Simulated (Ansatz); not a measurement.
A geometry of CsSnI$_{3}$ away from equilibrium: the start of the relaxation of a relaxed CsSnI3 cell shaken by Gaussian noise of σ = 0.08 Å a coordinate. Method: PBE (plane waves to 420 eV, PAW, scalar-relativistic; Ansatz, a quantum-chemistry and plane-wave program). Γ-centred k-mesh 3×3×3 on the run's cell (coarser than for final values), Fermi–Dirac smearing 0.05 eV.

```xyz
10
Lattice="4.4569 2.5732 7.1246 -4.4569 2.5732 7.1246 0.0000 -5.1463 7.1246" Properties=species:S:1:pos:R:3 pbc="T T T"
Cs     0.0230    -0.2646     5.3383
Cs    -0.0782    -0.0231    16.0518
Sn     0.1416    -0.0995    -0.0648
Sn    -0.1528     0.0433    10.5864
I     -0.4297     2.5109    12.4420
I     -1.9586    -1.7861    12.5499
I      2.4591    -0.9004    12.3684
I      0.5803    -2.6100     8.9282
I      1.9944     1.7903     8.9272
I     -2.4993     0.7422     8.9069
```

Question: Give the Cartesian forces on all atoms (eV/Å).

Answer: 
| atom | Fx | Fy | Fz |
|---|---|---|---|
| Cs1 | 0.01 | 0.10 | 0.00 |
| Cs2 | 0.05 | -0.03 | 0.00 |
| Sn3 | -0.55 | 0.38 | 0.03 |
| Sn4 | 0.76 | -0.20 | 0.14 |
| I5 | -0.07 | 0.04 | 0.05 |
| I6 | 0.19 | 0.04 | -0.15 |
| I7 | 0.11 | -0.15 | 0.11 |
| I8 | -0.13 | -0.08 | -0.10 |
| I9 | -0.14 | -0.15 | 0.06 |
| I10 | -0.23 | 0.05 | -0.15 |

Question: What is the pressure?

Answer: +0.2 GPa, compression positive.

No spin polarisation in the result.

The end of the path is a generated cell of CsSnI3: the first start was made by placing the elements on the sites of a structure type, and the end was not matched to a known phase here, so it may be hypothetical. Known forms of CsSnI3 include space group No. 62, 221.
